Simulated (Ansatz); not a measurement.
This run works on a generated trial structure, not on a known crystal.

Input and command of a plane-wave DFT calculation in Ansatz:

```yaml
crystal:
  lattice:
    - [5.04968002, 0.0, 0.0]
    - [-2.52484001, 4.37315118, 0.0]
    - [0.0, 0.0, 4.86438849]
  atoms:
    - { symbol: Hf, position: [0.0, 0.0, 0.0] }
    - { symbol: I, position: [0.33333333, 0.66666667, 0.5] }
basis:
  ecutwfc: 420
kpoints:
  mp_grid: { grid: [6, 6, 4] }
hamiltonian:
  xc: pbe
scf:
  occupations: { method: gaussian, width: 0.1 }
  lower_state_search: "off"
output:
  forces: true
  stress: true
  eigenvalues: true
relax:
  adjacent_minimum: "off"
  f_tol: 0.04
  max_steps: 70
  cell: { stress_tol: 0.4 }
```

```bash
ansatz run input.yaml --threads 1 --pin off --max-ram 2048MiB --backend cpu --events-out ev --progress --plain --runs-dir out
```

Processor: Intel(R) Xeon(R) Platinum 8488C (Sapphire Rapids), 1 thread, on a host shared with other jobs.

Q: How long does it run, and how much memory does it take?

A: About 89 s, peak memory 0.48 GiB. It solves 26 bands at 21 k points (after reduction by symmetry) with about 957 plane waves (on the last cell), in 103 SCF iterations over 12 ionic steps.
